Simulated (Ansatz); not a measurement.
Mechanical response of Ag (Fm-3m)

```xyz
1
Lattice="0.0000 2.0269 2.0269 2.0269 0.0000 2.0269 2.0269 2.0269 0.0000" Properties=species:S:1:pos:R:3 pbc="T T T"
Ag    0.0000    0.0000    0.0000
```

Computed, not measured; unless marked otherwise by PBEsol, all-electron LAPW in Ansatz 0.2.0, scalar-relativistic. k mesh 24×24×24, Fermi-Dirac smearing of 0.100 eV, basis error target 1 meV/atom. The cell was relaxed by PAW under this functional.

The cell is cubic and carries a residual pressure of -0.02 GPa at this level. Each strain component that symmetry leaves independent is applied at ±0.008 and ±0.016, the ions relax wherever a strain frees them, and the stress (tension positive, GPa) is read. Shears are engineering strains, γ = 2ε.

```json
{"strain": "xx", "size": "-0.016", "σxx": "-2.4524", "σyy": "-1.7689", "σzz": "-1.7689", "σyz": "0.0000", "σxz": "0.0000", "σxy": "0.0000"}
{"strain": "xx", "size": "-0.008", "σxx": "-1.1863", "σyy": "-0.8441", "σzz": "-0.8441", "σyz": "0.0000", "σxz": "0.0000", "σxy": "0.0000"}
{"strain": "xx", "size": "+0.008", "σxx": "1.1718", "σyy": "0.8317", "σzz": "0.8317", "σyz": "0.0000", "σxz": "0.0000", "σxy": "0.0000"}
{"strain": "xx", "size": "+0.016", "σxx": "2.2647", "σyy": "1.5905", "σzz": "1.5905", "σyz": "0.0000", "σxz": "0.0000", "σxy": "0.0000"}
{"strain": "yz", "size": "-0.016", "σxx": "0.0249", "σyy": "-0.0359", "σzz": "-0.0359", "σyz": "-0.9443", "σxz": "0.0000", "σxy": "0.0000"}
{"strain": "yz", "size": "-0.008", "σxx": "0.0223", "σyy": "0.0073", "σzz": "0.0073", "σyz": "-0.4746", "σxz": "0.0000", "σxy": "0.0000"}
{"strain": "yz", "size": "+0.008", "σxx": "0.0223", "σyy": "0.0073", "σzz": "0.0073", "σyz": "0.4746", "σxz": "0.0000", "σxy": "0.0000"}
{"strain": "yz", "size": "+0.016", "σxx": "0.0249", "σyy": "-0.0359", "σzz": "-0.0359", "σyz": "0.9443", "σxz": "0.0000", "σxy": "0.0000"}
```

The slope is [8(σ(+δ) − σ(−δ)) − (σ(+2δ) − σ(−2δ))]/(12δ), and the program imposes the crystal's symmetry on the matrix.

Task: What are the independent elastic constants?

Result: C11 = 147.4, C12 = 104.7, C44 = 59.4 GPa.

Task: Do they meet the Born conditions?

Result: C11 − C12 = 42.7, C11 + 2C12 = 356.7 and C44 = 59.4 GPa must all be positive, so the crystal is elastically stable; that says nothing yet of its phonons.

Task: What moduli does a random aggregate of grains have?

Result: B = (C11 + 2C12)/3 = 118.9 GPa. G_V = (C11 − C12 + 3C44)/5 = 44.2 and G_R = 5(C11 − C12)C44/(4C44 + 3(C11 − C12)) = 34.7, so G_H = 39.4 GPa. Then E = 9BG/(3B + G) = 106.6 GPa, ν = (3B − 2G)/(6B + 2G) = 0.351 and B/G = 3.01, on the ductile side of Pugh's 1.75 (a rule of thumb).

Task: With the density of 10.755 g/cm³, how fast does sound travel, and what Debye temperature follows?

Result: 

```
direction  slow (m/s)  middle (m/s)  fast (m/s)
    [100]        2351          2351        3702
    [110]        1409          2351        4152
    [111]        1779          1779        4292
```

The mean of v⁻³ over directions and branches gives v_m = 2121 m/s and θ_D = (ħ/k_B) v_m (6π²n)^(1/3) = 247 K, n being atoms per volume. Young's modulus spans 60 to 153 GPa over directions, and the universal anisotropy index is 1.37.

Task: How far do the constants move if PAW replaces LAPW in the same cell?

Result: 

| constant | LAPW (GPa) | PAW (GPa) | difference |
| --- | --- | --- | --- |
| C11 | 147.4 | 147.5 | 0.1 |
| C12 | 104.7 | 104.8 | 0.1 |
| C44 | 59.4 | 59.4 | 0.0 |

Limits of these numbers: responses of metals move with mesh and smearing; the frozen-core PAW files of the compared runs were fitted under PBE, their cores solved anew for this functional.
